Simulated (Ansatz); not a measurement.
The relaxed structure here is a generated cell of AlRh: the first start was made by placing the elements on the sites of a structure type, and the end was not matched to a known phase here, so it may be hypothetical.

A relaxed cell of AlRh (P4/nmm (No. 129)), relaxed on a k-mesh at least as fine as the one used below. Level of theory: PBE (plane waves to 420 eV, PAW, scalar-relativistic; Ansatz, a first-principles code). Γ-centred k-mesh 10×10×6 on the run's cell (coarser than for final values), Fermi–Dirac smearing 0.05 eV.

```
AlRh
1.0
    6.41606     0.00000     0.00000
    3.20803     3.20803     0.00000
    0.00000     0.00000     5.58702
Al Rh
4 4
Direct
  0.25000   0.00000   0.64429
  0.75000   0.00000   0.64429
  0.75000   0.50000   0.35571
  0.25000   0.50000   0.35571
  0.25000   0.00000   0.16796
  0.75000   0.00000   0.16796
  0.75000   0.50000   0.83204
  0.25000   0.50000   0.83204
```

The atoms are displaced along an unstable phonon of this cell by (Å):

```
atom      ux      uy     uz
----  ------  ------  -----
Al1    0.148  -0.023  0.000
Al2   -0.148   0.023  0.000
Al3    0.023  -0.148  0.000
Al4   -0.023   0.148  0.000
Rh5    0.136  -0.021  0.000
Rh6   -0.136   0.021  0.000
Rh7    0.021  -0.136  0.000
Rh8   -0.021   0.136  0.000
```

Question: What forces (eV/Å) and pressure result?

Answer: 
```json
[
 {"atom": "Al1", "Fx": "0.02", "Fy": "-0.02", "Fz": "0.06"},
 {"atom": "Al2", "Fx": "-0.02", "Fy": "0.02", "Fz": "0.06"},
 {"atom": "Al3", "Fx": "0.02", "Fy": "-0.02", "Fz": "-0.06"},
 {"atom": "Al4", "Fx": "-0.02", "Fy": "0.02", "Fz": "-0.06"},
 {"atom": "Rh5", "Fx": "0.21", "Fy": "-0.06", "Fz": "-0.09"},
 {"atom": "Rh6", "Fx": "-0.21", "Fy": "0.06", "Fz": "-0.09"},
 {"atom": "Rh7", "Fx": "0.06", "Fy": "-0.21", "Fz": "0.09"},
 {"atom": "Rh8", "Fx": "-0.06", "Fy": "0.21", "Fz": "0.09"}
]
```

Pressure -0.5 GPa.

The undisplaced cell is probably no minimum: from this displacement the run went on to Pbcm (No. 57), 0.07 eV/atom below it.

No spin polarisation in the result.
